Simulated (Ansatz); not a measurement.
Given:

CoSbS:
```xyz
6
Lattice="3.5825 0.0000 0.0000 0.0000 4.7892 0.0000 0.0000 0.0000 5.7531" Properties=species:S:1:pos:R:3 pbc="T T T"
Co     0.0000     1.3712     5.7474
Co     1.7912     3.4180     2.8708
Sb     0.0000     0.1656     2.1355
Sb     1.7912     4.6236     5.0121
S      0.0000     2.2087     3.6676
S      1.7912     2.5806     0.7911
```

This is the PBEsol-relaxed structure.

Task: All from DFT-PBEsol in the program Ansatz with PAW potentials, unless another level is named. Estimate the electronic character.

Result: metallic (no gap).

Task: Next, the formation energy from the elements (no fitted shifts)?

Result: -0.45 eV/atom.

Task: And the density of states at the Fermi level?

Result: 0.15 states/eV per atom (mean over ±0.08 eV).

Space group Pmn2_1. The workflow started from an entry of the Crystallography Open Database (COD), which files this formula under 2 space groups. Its standing as an ambient phase is unchecked. The cell was relaxed with PBEsol under the symmetry of its start; whether a distortion lowers the energy is not shown. The workflow began spin-polarised and lost its moments. The references are the lowest solids computed at this level, not always the standard phases. Scalar-relativistic: spin–orbit coupling is off unless named, which matters more the heavier the elements.

Potentials: the later of the program's two PAW sets.
